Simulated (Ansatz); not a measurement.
AlN in space group Pm-3n (No. 223; Al on 6d, N on 6c), the program Ansatz at the PBE level (PAW). The conduction-band minimum lies at Γ, with 1 equivalent valley. Second derivatives d²E/dk² of the lowest band at one valley (eV·Å²), along Cartesian directions:

```json
[
 {"direction": "[100]", "d²E/dk²": "23.07"},
 {"direction": "[010]", "d²E/dk²": "23.07"},
 {"direction": "[001]", "d²E/dk²": "23.07"},
 {"direction": "[110]", "d²E/dk²": "23.08"},
 {"direction": "[101]", "d²E/dk²": "23.08"},
 {"direction": "[011]", "d²E/dk²": "23.08"}
]
```

### Question
Find the principal effective masses, the density-of-states mass and the conductivity mass.

### Answer
Off-diagonal terms follow from H_xy = H[110] − (H_xx + H_yy)/2, and m*/mₑ = 7.620 eV·Å² over each eigenvalue: 0.33, 0.33, 0.33. One valley's DOS mass (m₁m₂m₃)^(1/3) = 0.33, conductivity mass 3/(Σ 1/mᵢ) = 0.33 mₑ.

### Question
What effective density of states Nc follows at 300 K for parabolic valleys?

### Answer
Nc = 2.509e19 × 1 × (0.33)^(3/2) ≈ 4.8e18 cm⁻³.

The start of the workflow was typed in or built on a structure type; neither database checked (COD, Materials Project) lists it. It is not the phase usual at ambient conditions (space group No. 186, 216). The PBE relaxation kept the symmetry of its start; its stability against distortions is not shown here.

Potentials: the earlier of the program's two PAW sets.

Edges and masses are those of Kohn–Sham bands, whose gap is no quasiparticle gap.
